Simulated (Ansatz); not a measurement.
A plane-wave DFT run in Ansatz 0.2.0 (scalar-relativistic PAW potentials unless the input names others): input and command.

```yaml
crystal:
  lattice:
    - [4.630791, 0.0, 0.0]
    - [0.0, 4.630791, 0.0]
    - [0.0, 0.0, 4.630791]
  atoms:
    - { symbol: Li, position: [0.0, 0.0, 0.0] }
    - { symbol: Sr, position: [0.5, 0.5, 0.5] }
    - { symbol: H, position: [0.0, 0.5, 0.5] }
    - { symbol: H, position: [0.5, 0.0, 0.5] }
    - { symbol: H, position: [0.5, 0.5, 0.0] }
kpoints:
  mp_grid: { grid: [6, 6, 6] }
hamiltonian:
  xc: pbesol
  pseudopotentials: { kind: nc }
scf:
  occupations: { method: gaussian, width: 0.02 }
  mixing: { preconditioner: resta }
output:
  forces: true
  eigenvalues: true
  stress: true
relax:
  adjacent_minimum: "off"
  f_tol: 0.005
  max_steps: 80
  cell: { stress_tol: 0.05 }
accuracy: medium
```

```bash
ansatz run input.yaml --threads 2 --pin off --max-ram 5120MiB --backend cpu --events-out ev --progress --plain --runs-dir out
```

Abridged log:
```
Basis set: ecut = 1006.821291 eV, 7123 PW (Γ), exchange–correlation on 96×96×96 points (8 copies of the dense FFT grid, shifted against one another)
Bands: 13, of which v1, the nominal top of the filled ones, is band 8 counted from 1 (7 counted from 0)
Symmetry: 48 space group operations
k-points: 20 of 216
SCF iter   1: F=—  HF=-1173.883042 eV  |F-HF|=—  |Δ(HF+E_count)|=         —  Δρ=5.27e-2  dr2=4.08e0  ethr=3.10e-3  ⟨swp⟩=6.8  Hψ=2010  notcnv=0
SCF iter   2: F=—  HF=-1172.699413 eV  |F-HF|=—  |Δ(HF+E_count)|=    1.18e0  Δρ=2.06e-2  dr2=9.06e-1  ethr=3.10e-3  ⟨swp⟩=3.0  Hψ=626  notcnv=0  defer=18
SCF iter   3: F=—  HF=-1172.403371 eV  |F-HF|=—  |Δ(HF+E_count)|=   2.96e-1  Δρ=4.42e-3  dr2=2.54e-2  ethr=3.10e-3  ⟨swp⟩=3.3  Hψ=476  notcnv=0  defer=18
SCF iter   4: F=—  HF=-1172.400183 eV  |F-HF|=—  |Δ(HF+E_count)|=   3.19e-3  Δρ=5.87e-4  dr2=1.07e-3  ethr=1.59e-4  ⟨swp⟩=3.8  Hψ=497  notcnv=0  defer=20
SCF iter   5: F=—  HF=-1172.400082 eV  |F-HF|=—  |Δ(HF+E_count)|=   1.01e-4  Δρ=1.82e-4  dr2=3.65e-5  ethr=6.67e-6  ⟨swp⟩=3.5  Hψ=474  notcnv=0  defer=20
SCF iter   6: F=—  HF=-1172.400164 eV  |F-HF|=—  |Δ(HF+E_count)|=   8.26e-5  Δρ=4.55e-5  dr2=4.27e-6  ethr=2.28e-7  ⟨swp⟩=2.1  Hψ=405  notcnv=0  defer=19
SCF iter   7: F=-1172.400164 eV  HF=-1172.400164 eV  |F-HF|=1.63e-8  |Δ(HF+E_count)|=   7.15e-9  Δρ=6.37e-6  dr2=3.86e-8  ethr=6.25e-10  ⟨swp⟩=11.6  Hψ=1922  notcnv=0
SCF 1 converged in 7 iterations: F = -1172.400164 eV  dr2 = 3.86e-8
relax step   1: F+E_penalty+E_count = -1172.40016444 eV  Δ(F+E_penalty+E_count) = +0.000e0 eV  max|allowed force component| = 5.116e-29 eV/Å  Δτ_max = 0.0000 Å  P = -0.548 GPa  Ω = 99.304 Å³  (7 SCF iters, dr2 threshold 1.00e-7 eV, accepted)
Crystal: 5 atoms, lattice volume = 97.044 Å³
Basis set: ecut = 1006.821291 eV, 7075 PW (Γ), exchange–correlation on 96×96×96 points (8 copies of the dense FFT grid, shifted against one another)
Initial density: handed on by an earlier stage of this run
Initial wavefunctions: those handed on with the density
SCF iter   1: F=—  HF=-1172.405208 eV  |F-HF|=—  |Δ(HF+E_count)|=         —  Δρ=1.19e-3  dr2=2.07e-3  ethr=1.27e-5  ⟨swp⟩=2.1  Hψ=2191  notcnv=0
   ...
SCF iter   2: F=—  HF=-1172.404680 eV  |F-HF|=—  |Δ(HF+E_count)|=   8.87e-7  Δρ=5.16e-5  dr2=5.84e-6  ethr=1.67e-7  ⟨swp⟩=1.0  Hψ=260  notcnv=0
SCF iter   3: F=—  HF=-1172.404748 eV  |F-HF|=—  |Δ(HF+E_count)|=   6.83e-5  Δρ=9.59e-6  dr2=2.87e-7  ethr=3.65e-8  ⟨swp⟩=1.2  Hψ=265  notcnv=0
SCF iter   4: F=—  HF=-1172.404748 eV  |F-HF|=—  |Δ(HF+E_count)|=   7.17e-8  Δρ=3.30e-6  dr2=1.06e-8  ethr=1.80e-9  ⟨swp⟩=1.9  Hψ=296  notcnv=0
SCF iter   5: F=-1172.404748 eV  HF=-1172.404748 eV  |F-HF|=6.32e-11  |Δ(HF+E_count)|=   1.51e-9  Δρ=6.60e-7  dr2=3.70e-10  ethr=4.95e-11  ⟨swp⟩=6.0  Hψ=1301  notcnv=0
SCF 3 converged in 5 iterations: F = -1172.404748 eV  dr2 = 3.70e-10
relax step   3: F+E_penalty+E_count = -1172.40474823 eV  Δ(F+E_penalty+E_count) = -6.540e-5 eV  max|allowed force component| = 1.172e-29 eV/Å  Δτ_max = 0.0000 Å  P = +0.002 GPa  Ω = 96.792 Å³  energy of the carried Pulay correction = +2.222e-4 eV  (5 SCF iters, dr2 threshold 7.92e-9 eV, accepted)
Initial wavefunctions: pseudopotential atomic-orbital guess (no wavefunctions were taken with the density)
SCF iter   1: F=—  HF=-1172.404481 eV  |F-HF|=—  |Δ(HF+E_count)|=         —  Δρ=2.49e-5  dr2=2.57e-8  ethr=3.19e-7  ⟨swp⟩=4.0  Hψ=2909  notcnv=0
SCF iter   2: F=—  HF=-1172.404557 eV  |F-HF|=—  |Δ(HF+E_count)|=   7.59e-5  Δρ=1.27e-5  dr2=6.19e-9  ethr=1.61e-10  ⟨swp⟩=2.8  Hψ=510  notcnv=0
SCF iter   3: F=—  HF=-1172.404557 eV  |F-HF|=—  |Δ(HF+E_count)|=   8.54e-8  Δρ=5.91e-7  dr2=9.97e-11  ethr=3.87e-11  ⟨swp⟩=2.0  Hψ=420  notcnv=0
SCF iter   4: F=-1172.404557 eV  HF=-1172.404557 eV  |F-HF|=6.82e-12  |Δ(HF+E_count)|=  1.77e-10  Δρ=2.01e-7  dr2=1.67e-11  ethr=1.00e-12  ⟨swp⟩=5.8  Hψ=1185  notcnv=0
SCF 4 converged in 4 iterations: F = -1172.404557 eV  dr2 = 1.67e-11
SCF converged after 4 iterations
Free energy (F): -1172.404557 eV
Harris-Foulkes:  -1172.404557 eV  (|F-HF|=6.82e-12)
Internal energy: -1172.404557 eV  (E = F + TS)
E sigma→0 (E₀):  -1172.404557 eV
Fermi energy:    1.582346 eV
--- Forces (eV/Å), atoms counted from 1 ---
  atom   1  Li     0.00000000     0.00000000     0.00000000
  atom   2  Sr     0.00000000     0.00000000     0.00000000
  atom   3  H      0.00000000     0.00000000     0.00000000
  atom   4  H      0.00000000     0.00000000     0.00000000
  atom   5  H      0.00000000     0.00000000     0.00000000
--- Stress (GPa, compression-positive) ---
       -0.001832       0.000000       0.000000
        0.000000      -0.001832       0.000000
        0.000000       0.000000      -0.001832
  P = ⅓ Tr σ = -0.0018 GPa (-0.018 kbar)
--- Relaxed structure (3 steps of the walk, 3 accepted, 1 SCFs on fresh bases) ---
  F+E_penalty+E_count = -1172.40455671 eV   max|allowed force component| = 6.641e-30 eV/Å   (the final SCF, on the basis selected at the relaxed cell)
  cell:  # Å, volume = 96.7922 Å³
    - [4.59141758, 0.0, 0.0]
    - [0.0, 4.59141758, 0.0]
    - [0.0, 0.0, 4.59141758]
  atoms:
    - { symbol: Li, position: [0.0, 0.0, 0.0] }
    - { symbol: Sr, position: [0.5, 0.5, 0.5] }
    - { symbol: H, position: [0.0, 0.5, 0.5] }
    - { symbol: H, position: [0.5, 0.0, 0.5] }
    - { symbol: H, position: [0.5, 0.5, 0.0] }
```

Apart from outputs and empty bands, the input differs from a reference run on usual settings in accuracy: not typed → "medium"; hamiltonian.pseudopotentials: not typed → {"kind": "nc"}; scf.mixing.preconditioner: not typed → "resta"; basis.ecutwfc: 420 → not typed. The reference, at the same start, ended its own course with a relaxed volume of 19.37 Å³/atom, pressure 0.00 GPa, largest force 0.000 eV/Å, gap on the mesh 1.66 eV. This run converged in 21 SCF iterations over all its steps (reference: 18) with a total energy on another zero, a relaxed volume of 19.36 Å³/atom, pressure 0.00 GPa, largest force 0.000 eV/Å, gap on the mesh 1.67 eV.

It took 7.1 s on 2 threads of Intel(R) Xeon(R) 6975P-C (Granite Rapids) (shared host), peak memory 0.6 GiB.